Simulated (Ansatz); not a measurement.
# Calculated with Ansatz: TaNiN, relaxation

Run with:

```bash
ansatz run input.yaml --threads 1 --pin off --max-ram 2560MiB --backend cpu --events-out ev --progress --plain --runs-dir out
```

input.yaml:

```yaml
crystal:
  lattice:
    - [2.941865, 0.0, 0.0]
    - [0.0, 2.941865, 0.0]
    - [0.0, 0.0, 7.447759]
  atoms:
    - { symbol: Ni, position: [0.0, 0.5, 0.9] }
    - { symbol: Ni, position: [0.5, 0.0, 0.1] }
    - { symbol: Ta, position: [0.0, 0.5, 0.335] }
    - { symbol: Ta, position: [0.5, 0.0, 0.665] }
    - { symbol: "N", position: [0.0, 0.5, 0.617] }
    - { symbol: "N", position: [0.5, 0.0, 0.383] }
  symmetry: { tolerance: 0.0003 }
kpoints:
  mp_grid: { grid: [6, 6, 3], shift: [0, 0, 0] }
magnetization:
  spin_polarized: false
scf:
  occupations: { method: tetrahedron }
hamiltonian:
  pseudopotentials: { kind: paw }
  xc: pbe
basis:
  ecutwfc: 420
output:
  forces: true
  stress: true
  eigenvalues: true
relax:
  max_steps: 40
  cell: {}
```

Origin of the cell: a known structure type with other elements, at an estimated volume, so it need not be a known compound.

Output (shortened):

```
Warning: relax: with tetrahedron occupations the Hellmann–Feynman forces and the energy need not agree along the walk (scf.occupations.method in the input reference, under Limitations); prefe […]
Warning: output.forces, output.stress, relax.cell or npt_langevin: where a Kohn–Sham band that disperses or a degenerate level is filled in part under the method tetrahedron, the forces or th […]
band count auto-derived: 45 (N_el = 72.0; filled up to band 36; 44 by the electrons, moments and atoms)
Pseudopotentials: kind: paw
Pseudopotential: Ni, paw, valence charge 18, recommended cutoff 420 eV (normal), Ni.paw.azcp
Pseudopotential: Ta, paw, valence charge 13, recommended cutoff 420 eV (normal), Ta.paw.azcp
Pseudopotential: N, paw, valence charge 5, recommended cutoff 420 eV (normal), N.paw.azcp
Functional definition: PBE
  exchange = pbe_x(kappa = kappa, mu = beta*pi^2/3)
  correlation = pbe_c(beta = beta)
Crystal: 6 atoms, lattice volume = 64.457 Å³
Basis set: ecut = 420 eV, 1245 PW (Γ), exchange–correlation on 40×40×100 points (8 copies of the dense FFT grid, shifted against one another)
[… 10 lines left out …]
Initial density: superposition of atomic densities (neutral atoms: chi_scale 0, normalization atom), corrected by the library's trained network
Functional: x = pbe(κ = 0.804, μ = 0.219515), c = pbe(β = 0.066725)
SCF iter   1: F=—  HF=-32315.520589 eV  Δρ=8.03e-3  dr2=2.07e-2
SCF iter   2: F=—  HF=-32315.522646 eV  Δρ=7.39e-3  dr2=3.63e-2  defer=49
SCF iter   3: F=—  HF=-32315.520558 eV  Δρ=5.84e-3  dr2=1.57e-2  defer=49
SCF iter   4: F=—  HF=-32315.519689 eV  Δρ=1.68e-3  dr2=1.33e-3  defer=50
SCF iter   5: F=—  HF=-32315.519719 eV  Δρ=3.87e-4  dr2=1.01e-4  defer=54
SCF iter   6: F=—  HF=-32315.519703 eV  Δρ=1.62e-4  dr2=1.48e-5  defer=54
SCF iter   7: F=—  HF=-32315.519455 eV  Δρ=2.56e-5  dr2=3.07e-7  defer=54
SCF iter   8: F=—  HF=-32315.519454 eV  Δρ=2.46e-5  dr2=3.95e-7  defer=54
SCF iter   9: F=—  HF=-32315.519452 eV  Δρ=2.74e-6  dr2=6.05e-9  defer=54
SCF iter  10: F=—  HF=-32315.519451 eV  Δρ=8.72e-7  dr2=3.52e-10  defer=54
SCF iter  11: F=—  HF=-32315.519451 eV  Δρ=9.59e-7  dr2=6.52e-10
SCF iter  12: F=-32315.519451 eV  HF=-32315.519451 eV  Δρ=2.35e-7  dr2=4.27e-11
relax step   1: F+E_penalty+E_count = -32315.519451 eV  Δ(F+E_penalty+E_count) = +0.000e0 eV  max|allowed force component| = 2.938e0 eV/Å  Δτ_max = 0.0000 Å  P = +16.361 GPa  Ω = 64.457 Å³  (12 SCF iters, accepted)
relax step   2: F+E_penalty+E_count = -32316.216103 eV  Δ(F+E_penalty+E_count) = -6.967e-1 eV  max|allowed force component| = 8.155e-1 eV/Å  Δτ_max = 0.1359 Å  P = -2.943 GPa  Ω = 66.454 Å³ […]
relax step   3: F+E_penalty+E_count = -32316.296538 eV  Δ(F+E_penalty+E_count) = -8.044e-2 eV  max|allowed force component| = 3.266e-1 eV/Å  Δτ_max = 0.0520 Å  P = +0.582 GPa  Ω = 65.145 Å³ […]
relax step   4: F+E_penalty+E_count = -32316.304252 eV  Δ(F+E_penalty+E_count) = -7.714e-3 eV  max|allowed force component| = 1.944e-1 eV/Å  Δτ_max = 0.0210 Å  P = -0.773 GPa  Ω = 65.491 Å³ […]
relax step   5: F+E_penalty+E_count = -32316.308937 eV  Δ(F+E_penalty+E_count) = -4.685e-3 eV  max|allowed force component| = 7.573e-2 eV/Å  Δτ_max = 0.0069 Å  P = +0.114 GPa  Ω = 65.307 Å³ […]
relax step   6: F+E_penalty+E_count = -32316.309920 eV  Δ(F+E_penalty+E_count) = -9.834e-4 eV  max|allowed force component| = 3.737e-3 eV/Å  Δτ_max = 0.0051 Å  P = -0.022 GPa  Ω = 65.347 Å³ […]
relax step   7: F+E_penalty+E_count = -32316.316474 eV  Δ(F+E_penalty+E_count) = -6.554e-3 eV  max|allowed force component| = 4.151e-3 eV/Å  Δτ_max = 0.0000 Å  P = +0.111 GPa  Ω = 65.347 Å³  stress off target by 2.27e-1 GPa […]
relax step   8: F+E_penalty+E_count = -32316.316050 eV  Δ(F+E_penalty+E_count) = +4.237e-4 eV  max|allowed force component| = 2.399e-3 eV/Å  Δτ_max = 0.0006 Å  P = -0.003 GPa  Ω = 65.364 Å³ […]
relax step   9: F+E_penalty+E_count = -32316.316048 eV  Δ(F+E_penalty+E_count) = +2.574e-6 eV  max|allowed force component| = 2.424e-3 eV/Å  Δτ_max = 0.0000 Å  P = -0.003 GPa  Ω = 65.364 Å³  stress off target by 1.13e-2 GPa […]
SCF 9 converged in 6 iterations: F = -32316.316048 eV  dr2 = 8.17e-12
basis re-selected at this cell: Δ(F+E_penalty+E_count) = +2.574e-6 eV, ΔP = +0.000 GPa vs the last step (what re-selecting the basis moved, of the pressure what is left beyond the Pulay corre […]
SCF converged after 6 iterations
Stability not checked: this state was not tested for a lower state beside it, because cold or Methfessel-Paxton smearing, or corrected tetrahedra, fill the levels in a way that the test cannot read (fill_not_monotonic; […]
Free energy (F): -32316.316048 eV
Harris-Foulkes:  -32316.316048 eV  (|F-HF|=3.64e-12)
Internal energy: -32316.318171 eV  (E = F + TS)
E sigma→0 (E₀):  -32316.316048 eV
Entropy (-TS):   0.002123 eV (0.354 meV/atom)
Fermi energy:    19.691014 eV
--- Per-component energies (eV) ---
  E_band       = -651.415934
  E_kinetic    = 1563.541005
  E_local      = -9957.583476  (includes V_loc(G=0)·N_el)
  E_nonlocal   = 1392.809321
  E_hartree    = 4226.590649
  E_xc         = -729.366201
  E_vxc        = -783.332784  (∫ρ·V_xc dr)
  E_paw        = -20309.945363  (= ΣΔE_a)
  E_vpaw       = -1320.032635  (= ΣTr[D̂ρ^β])
  E_aug_tail   = 0.001562  (compensation charges beyond the density's cutoff)
  E_ewald      = -8502.365668
  E_smearing   = 0.002123  (= −TS)
  Σ components = -32316.316048   (vs F -32316.316048, Δ=0.00e0)
--- Forces (eV/Å), atoms counted from 1 ---
  atom   1  Ni     0.000000     0.000000     0.002424
  atom   2  Ni    -0.000000     0.000000    -0.002424
  atom   3  Ta    -0.000000     0.000000     0.000412
  atom   4  Ta     0.000000     0.000000    -0.000412
  atom   5  N     -0.000000     0.000000    -0.001527
  atom   6  N      0.000000     0.000000     0.001527
  max |Σ_I F_I| component: 2.17e-19 eV/Å
--- Stress (GPa, compression-positive) ---
       -0.009905       0.000000       0.000000
        0.000000      -0.009905      -0.000000
        0.000000      -0.000000       0.011335
  P = ⅓ Tr σ = -0.0028 GPa (-0.028 kbar)
--- Relaxed structure (7 steps of the walk, 7 accepted, 2 SCFs on fresh bases) ---
  F+E_penalty+E_count = -32316.316048 eV   max|allowed force component| = 2.424e-3 eV/Å   (the final SCF, on the basis selected at the relaxed cell)
  cell:  # Å, volume = 65.3639 Å³
    - [3.042485, 0.0, 0.0]
    - [0.0, 3.042485, 0.0]
    - [0.0, 0.0, 7.061248]
  atoms:
    - { symbol: Ni, position: [0.0, 0.5, 0.916315] }
    - { symbol: Ni, position: [0.5, 0.0, 0.083685] }
    - { symbol: Ta, position: [0.0, 0.5, 0.310208] }
    - { symbol: Ta, position: [0.5, 0.0, 0.689792] }
    - { symbol: N, position: [0.0, 0.5, 0.631627] }
    - { symbol: N, position: [0.5, 0.0, 0.368373] }
```

Caveats: forces and stress under tetrahedra may miss the slope of the energy; no spin polarisation, so a magnetic state may lie lower; no spin-orbit coupling, though heavy elements are present; the k mesh is coarse if the cell is a metal; the relaxation held the start's symmetry, so the end may be a saddle point.

Time: 33 s of wall time on 1 CPU thread(s) of a shared host, from the program's own first density.
